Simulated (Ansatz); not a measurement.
A generator proposed this cell of RuBrF₃.

```
Ru Br F
1.0
     4.10110    0.00000    0.00000
     0.00000    4.10110    0.00000
     0.00000    0.00000    4.10110
Ru Br F
1 1 3
Direct
  0.50000 0.50000 0.50000
  0.00000 0.00000 0.00000
  0.00000 0.50000 0.50000
  0.50000 0.00000 0.50000
  0.50000 0.50000 0.00000
```

The calculation used Ansatz, DFT PBE, scalar-relativistic, plane waves, PAW. Cutoff 420 eV; k points 4×4×4 on the computed 5-atom cell (Γ-centred); Gaussian smearing, width 0.10 eV; collinear spin from starting moments 1.0 0.0 0.0 0.0 0.0 μB.

Formation energies are uncorrected and refer to the elements' standard structures at the same level (F₂ as a molecule). The references include crystalline Br.

Task: Estimate its pressure, forces and energy as it stands.

Result: The pressure is 5.8 GPa (it wants to expand), the largest force is 0.00 eV/Å (symmetry fixes the atoms), and the energy is −0.72 eV/atom against the elements. The shortest distance is 2.05 Å.

Task: How much does it gain on relaxing, and where does it end?

Result: Relaxing gains under 0.1 eV/atom (the start's value is from the coarse mesh, so the gain is rough) in 12 ionic steps and ends at −0.73 eV/atom on the finer mesh. The symmetry stays Pm-3m (No. 221). The end has the cubic perovskite type. The volume per atom grows by 6.7 %, from 13.8 to 14.7 Å³. The shortest distance goes from 2.05 Å (Ru–F) to 2.10 Å (Ru–F). Conventional cell: a = 4.191 Å. Around Ru lie 6 F at 2.10 Å; Br has 12 F at 2.96 Å (long against covalent radii, as for large ions); F has 2 Ru at 2.10 Å, 4 Br at 2.96 Å and 8 F at 2.96 Å.

The last run used collinear spin, a 10×10×10 mesh for its 5-atom cell and Gaussian smearing of 0.10 eV. The reference form of Br is held partly by dispersion forces, which this level lacks. The magnetic state reached may not be the lowest. The relaxation can't lower the symmetry of the start. Symmetry constrained the relaxation, so the result can be a saddle point.
